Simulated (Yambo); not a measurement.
SrCl2 (fluorite, space group Fm-3m, No. 225): one transition space (8×8×8 mesh, 6 valence and 3 conduction bands, Tamm-Dancoff) with different kernels in Yambo, on LDA orbitals; field along x. BSE alone uses the static screening with 42 bands and a 4 Ry block; its scissor and those of RPA and TDDFT come from G0W0, that of the TDHF-type run from bare exchange.

| kernel | scissor (eV) | direct gap with it (eV) | lowest state (eV) |
|---|---|---|---|
| BSE (screened electron-hole attraction) | 2.89 | 7.99 | [?] |
| RPA (no attraction) | 2.89 | 7.99 | 8.00 (dark) |
| TDDFT, adiabatic LDA kernel | 2.89 | 7.99 | 8.00 (dark) |

Q: What belongs in the gaps?

A: 
- BSE (screened electron-hole attraction), lowest state (eV): 7.39 (dark)

RPA and TDDFT, adiabatic LDA kernel leave the lowest state at the direct gap: no bound exciton. These are vertical excitations (zero momentum); the indirect quasiparticle gap, about 7.82 eV, is smaller than the direct one (7.99 eV on the GW mesh). Spin singlets only. Strong means a line over 3 % of the spectrum's maximum, dark under 0.03 %. Absolute energies carry the error of the G0W0 scissor, whose convergence isn't established. Convergence of the binding with the mesh was not shown.

Geometry relaxed with LDA; primitive cell a = b = c = 4.808 Å, α = β = γ = 60.00°.
